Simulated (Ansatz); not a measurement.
TaRe:
```
TaRe
1.0
    1.58999    -2.28454     0.00000
    1.58999     2.28454     0.00000
    0.00000     0.00000     4.44474
Ta Re
1 1
Direct
  0.50000   0.50000   0.50000
  0.00000   0.00000   0.00000
```

Relaxed with r²SCAN. Special points in fractions of this cell's reciprocal vectors: Γ (0.000, 0.000, 0.000); Y (-0.500, 0.500, 0.000); C0 (-0.371, 0.629, 0.000); Σ0 (0.371, 0.371, 0.000); Z (0.000, 0.000, 0.500); A0 (0.371, 0.371, 0.500); E0 (-0.371, 0.629, 0.500); T (-0.500, 0.500, 0.500); S (0.000, 0.500, 0.000); R (0.000, 0.500, 0.500).

Task: List the band energies nearest the Fermi level at these points for r²SCAN (plane waves, PAW; program Ansatz).

Result: In eV from the Fermi level; about four levels below and three above (degenerate sets whole), none deeper than 8.9 eV; points with the same levels are listed once.

```
k                     below           above
--  -----------------------  --------------
Γ   -3.77 -1.62 -1.32 -0.48  0.90 1.34 1.37
Y   -6.46 -5.85 -5.76 -3.74  0.34 2.45 3.60
C0  -4.99 -4.63 -3.73 -1.63  1.98 2.19 2.72
Z   -3.31 -2.38 -1.27 -0.85  0.21 0.29 1.21
A0  -3.64 -3.41 -3.39 -2.61  2.33 2.38 3.73
T   -4.08 -3.31 -1.57 -0.77  0.46 1.42 3.65
S   -3.68 -2.65 -2.56 -1.78  0.56 1.85 3.37
R   -6.53 -6.22 -3.99 -3.19  0.25 1.08 1.55
```

Space group Cmmm. The first step of the workflow began from a Materials Project structure, measured or hypothetical; the Crystallography Open Database copy checked does not list it. With Ta and Re taken as one species the cell has the higher symmetry Im-3m, so it may be an ordered model of a mixed-site phase. Whether it is the stable phase at ambient conditions was not checked. Symmetry was held in the r²SCAN relaxation; whether a distortion lowers the energy is not shown. No spin polarisation was allowed. Spin–orbit coupling is left out wherever it is not named.

Potentials: the later of the program's two PAW sets.
